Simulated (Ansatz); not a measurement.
The geometry is COD entry 2310202, unchecked; take it as a test cell. The listed cell was then made from it by scaling, straining or moving an atom.

An input for NbRh: DFT, PBEsol, PAW with Ansatz's default frozen-core files, scalar-relativistic (Ansatz 0.2.0). The PAW files were made with PBE; their cores are remade for this functional.

Command: `ansatz run input.yaml --threads 1 --pin off --max-ram 3072MiB --backend cpu --events-out ev --progress --plain --runs-dir out` The run took 5 s on 1 thread of Intel(R) Xeon(R) 6975P-C (Granite Rapids), on a shared host, peak memory 0.49 GiB.

```yaml
crystal:
  lattice:
    - [2.78516, 0.0, 0.0]
    - [0.0, 2.78516, 0.0]
    - [0.0, 0.0, 3.809]
  atoms:
    - { symbol: Nb, position: [0.0, 0.0, 0.0] }
    - { symbol: Rh, position: [0.5, 0.5, 0.5] }
kpoints:
  mp_grid: { grid: [14, 14, 11] }
scf:
  occupations: { method: fermi_dirac, width: 0.05 }
hamiltonian:
  xc: pbesol
  pseudopotentials: { kind: paw }
output:
  forces: true
  stress: true
  eigenvalues: true
  efg: { contact_densities: true }
  write_density: true
  write_potential: true
  elf: true
  volumetric_format: npy
```

The results part of the log:

```
the search or the solves at the SCF's close seem to have found levels that the self-consistency loop had missed (the run counts 1). By its estimate they hold under 1e-12 electrons; where the run keeps them, the occupations were computed again with them
SCF 1 converged in 6 iterations: F = -10835.024277 eV  dr2 = 4.21e-9
  greatest PAW one-centre occupation: 1.000 electrons in one spin orbital (limit 2), on the Rh atom at site 1 (counted from 0), in its partial waves of l = 0
SCF converged after 6 iterations
Free energy (F): -10835.024277 eV
Harris-Foulkes:  -10835.024277 eV  (|F-HF|=2.92e-9)
Internal energy: -10835.010865 eV  (E = F + TS)
E sigma→0 (E₀):  -10835.017571 eV
Entropy (-TS):   -0.013412 eV (-6.706 meV/atom)
Fermi energy:    21.505878 eV
--- Per-component energies (eV) ---
  E_band       = -123.886687
  E_kinetic    = 973.486647
  E_local      = -2298.068064  (includes V_loc(G=0)·N_el)
  E_nonlocal   = 477.137913
  E_hartree    = 799.009384
  E_xc         = -397.484414
  E_vxc        = -493.636025  (∫ρ·V_xc dr)
  E_paw        = -6541.685563  (= ΣΔE_a)
  E_vpaw       = -380.828085  (= ΣTr[D̂ρ^β])
  E_aug_tail   = 0.000839  (compensation charges beyond the density's cutoff)
  E_ewald      = -3847.872515
  E_core_change = 0.464909  (= ΣΔE_core)
  E_smearing   = -0.013412  (= −TS)
  E_closure    = 0.000000  (closes the sum)
  Σ components = -10835.024277   (vs F -10835.024277, Δ=0.00e0)
--- Forces (eV/Å), atoms counted from 1 ---
  atom   1  Nb    -0.00000000     0.00000000     0.00000000
  atom   2  Rh     0.00000000    -0.00000000     0.00000000
  max |Σ_I F_I| component: 6.11e-30 eV/Å
--- Stress (GPa, compression-positive) ---
        9.860758       0.000000       0.000000
        0.000000       9.860758       0.000000
        0.000000       0.000000       9.014103
  P = ⅓ Tr σ = 9.5785 GPa (95.785 kbar)
--- PAW observables at the nuclei: V_zz in 10²¹ V/m², potentials from the cell's mean, atoms counted from 1 ---
  atom   1  Nb V_zz =    -2.586501   η = 0.0000   by run symmetry: allowed
            electrostatic potential = -6148.657547 V   contact ρ = 540053.679611 e/Å³
  atom   2  Rh V_zz =    +3.913775   η = 0.0000   by run symmetry: allowed
            electrostatic potential = -7029.264678 V   contact ρ = 788699.247489 e/Å³
--- Band table (eV; the first three rows and the last of 216) ---
  k-point 0: bands = ["-56.9430", "-33.1590", "-24.9556", "-24.7001", "-24.7001", "-9.2836", "-8.6491", "-8.6491", "14.2427", "15.7092", "16.2326", "19.1904", "19.1904", "20.3771", "20.9299", "22.6722", "25.9260", "25.9556", "25.9556"]
  k-point 1: bands = ["-56.9430", "-33.1596", "-24.9541", "-24.7000", "-24.7000", "-9.2928", "-8.6499", "-8.6499", "14.3683", "15.7851", "16.2816", "19.2388", "19.2388", "20.2749", "20.9418", "22.5289", "25.6125", "25.7443", "25.7443"]
  k-point 2: bands = ["-56.9429", "-33.1611", "-24.9501", "-24.6997", "-24.6997", "-9.3175", "-8.6518", "-8.6518", "14.7316", "16.0016", "16.4242", "19.3771", "19.3771", "19.9938", "20.9743", "22.1056", "24.8382", "25.2174", "25.2174"]
  k-point 215: bands = ["-56.8936", "-32.8697", "-24.9504", "-24.9504", "-24.8966", "-9.6856", "-9.6856", "-9.1002", "17.1166", "17.6180", "18.0868", "18.0868", "19.6457", "19.6457", "20.2081", "22.2438", "24.3406", "28.0898", "30.6418"]
```
